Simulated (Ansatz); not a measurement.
The start is a generated cell, ZnAg placed in the AFLOW prototype AB_hR6_160_3a_3a (as in SiC). The structure is fully relaxed (lattice and positions, P = 0) with PBEsol (plane waves to 420 eV, PAW, scalar-relativistic; Ansatz, a first-principles code). First-step values are on the input's coarse k-mesh.

Ansatz input (later rounds restart from its end on a renewed k-mesh):
Ansatz 0.2 input:
```yaml
crystal:
  lattice:
    - [1.7736789, 1.024034, 8.6892212]
    - [-1.7736789, 1.024034, 8.6892212]
    - [0, -2.048068, 8.6892212]
  atoms:
    - { symbol: Ag, position: [0, 0, 0] }
    - { symbol: Ag, position: [0.22222, 0.22222, 0.22222] }
    - { symbol: Ag, position: [0.77778, 0.77778, 0.77778] }
    - { symbol: Zn, position: [0.08333, 0.08333, 0.08333] }
    - { symbol: Zn, position: [0.30556, 0.30556, 0.30556] }
    - { symbol: Zn, position: [0.86111, 0.86111, 0.86111] }
basis: { ecutwfc: 420, ecutrho_ratio: 4, xc_grid: 2, fft_grid_basis: typed }
kpoints: { mp_grid: { grid: [11, 11, 11] } }
hamiltonian:
  xc: pbesol
  dispersion: none
  pseudopotentials: { kind: paw }
scf: { occupations: { method: fermi_dirac, width: 0.05 } }
relax: { f_tol: 0.01, max_steps: 100, cell: { stress_tol: 0.02 } }
output: { forces: true, stress: true }
```

* **Initial pressure**: +56.5 GPa (positive: the cell is compressed)
* **Volume change**: +8.4 %, from 15.78 to 17.11 Å³/atom
* **Shortest distances (start → end)**: The closest pairs of elements (up to four, under 3.6 Å), start → end: Ag–Zn 2.17 → 2.54 Å; Zn–Zn 3.55 → 2.65 Å; Ag–Ag 3.55 → 2.74 Å
* **Band gap at the end**: zero (metallic)
* **Optimiser moves**: 35

Final values are on a 13×13×13 k-mesh of the relaxed cell. No spin polarisation in the result.

The run could not lose the symmetry of its start: the end is stationary, and may be a saddle point rather than a minimum.

The relaxed structure here is a generated cell of ZnAg: the first start was made by placing the elements on the sites of a structure type, and the end was not matched to a known phase here, so it may be hypothetical.
